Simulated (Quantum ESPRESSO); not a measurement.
# Planted mistakes on one cell of Ga3SiCN3

The results below are calculated, not measured. They come from pw.x of Quantum ESPRESSO 7.5, a plane-wave density functional program, with PseudoDojo standard norm-conserving files (v0.5 for PBE, v0.4.1 for LDA and PBEsol). The cells are made up: elements, strain and atom displacements were drawn at random, and nothing was relaxed. There is no spin polarisation, spin-orbit coupling or dispersion term.

The cell has 8 sites of a wurtzite lattice (rectangular cell). Sites 1 to 4 hold Ga Ga Si Ga; sites 5 to 8 hold C N N N. Cell vectors in Å: (3.262, 0.040, 0.057); (0.069, 5.518, 0.024); (0.094, 0.023, 5.327). Settings: PBE, cutoff 1143 eV, 5 x 4 x 4 k mesh shifted by half a step, Fermi-Dirac smearing of 0.025 eV.

The intended run has a self-consistency threshold of 1e-07 eV, a smearing term of 0.000 eV, a pressure of -5.81 GPa and 13 iterations. Each further run changes one thing: all lengths scaled by 0.9891; atoms of sites 2 and 8 exchanged; k mesh 2 x 2 x 2; one electron added; smearing 0.6 eV; threshold 1.0 eV. A coarse mesh keeps the shift, and a charged cell sits in a uniform background.

```
run  change of free energy (eV)  smearing term -TS (eV)  change of P (GPa)  largest change of a force component (eV/Å)  iterations
  A                      -0.859                   0.000              -0.67                                       0.125          13
  B                      -0.149                  -0.689               1.02                                       0.119          12
  C                      12.732                  -0.004              30.72                                       0.562          13
  D                      -0.062                   0.000               5.33                                       0.242          13
  E                       8.985                  -0.006              19.18                                      10.081          14
  F                       0.025                   0.000               2.10                                       1.131           4
```

A rerun of the intended cell at 1437 eV and k mesh 7 x 6 x 6 moved values by no more than 0.010 eV in the cell's energy, 0.08 GPa in stress and 0.009 eV/Å in force.

Question: which change belongs to which run?

## Worked reading

Run F has the fewest iterations, as a run stopped early does. Run B has the largest smearing term, as wide smearing gives. Run D changes the volume by a factor of 0.9677; minus its pressure change over the logarithm of that factor, 162 GPa, is a rough bulk modulus with clamped atoms. Energies from files of another functional, or of a charged cell, have another zero and say nothing on stability; the pressure of a charged cell rests on the program's zero of potential too.

## Key

| run | change |
| --- | --- |
| A | k mesh 2 x 2 x 2 |
| B | smearing 0.6 eV |
| C | one electron added |
| D | all lengths scaled by 0.9891 |
| E | atoms of sites 2 and 8 exchanged |
| F | threshold 1.0 eV |